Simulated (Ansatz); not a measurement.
Pt:
```
Pt
1.0
    0.00000     2.88768     2.88768
    2.88768     0.00000     2.88768
    2.88768     2.88768     0.00000
Pt
2
Direct
  0.25000   0.25000   0.25000
  0.00000   0.00000   0.00000
```

Relaxed with PBE. Special points in fractions of this cell's reciprocal vectors: Γ (0.000, 0.000, 0.000); X (0.500, 0.000, 0.500); U (0.625, 0.250, 0.625); K (0.375, 0.375, 0.750); L (0.500, 0.500, 0.500); W (0.500, 0.250, 0.750).

**Question.** List the band energies nearest the Fermi level at these points for DFT-PBE in the program Ansatz with PAW potentials.

**Answer.** In eV from the Fermi level; about four levels below and three above (degenerate sets whole), none deeper than 8.9 eV; … stands for higher levels left out; points with the same levels are listed once.

```tsv
k	below	above
Γ	-1.84 -1.84 -1.84 -0.10 -0.10	10.41 …
X	-2.45 -2.45 -0.16 -0.16	1.27 1.27 …
U	-2.75 -2.63 -2.47 -0.03	0.19 0.79 1.09
L	-1.37 -1.37 -1.30 -0.41 -0.41	0.74 …
W	-3.01 -3.01 -2.73 -2.73	0.19 0.19 1.09 1.09
```

Space group Fd-3m (diamond). The cell is a constructed one: a structure type filled with these elements; neither database checked (COD, Materials Project) lists it. It is not the phase usual at ambient conditions (space group No. 225). The PBE relaxation kept the symmetry of its start. At this level the phase is mechanically unstable. The run is not spin-polarised. Spin–orbit coupling is left out wherever it is not named.

Potentials: the later of the program's two PAW sets.
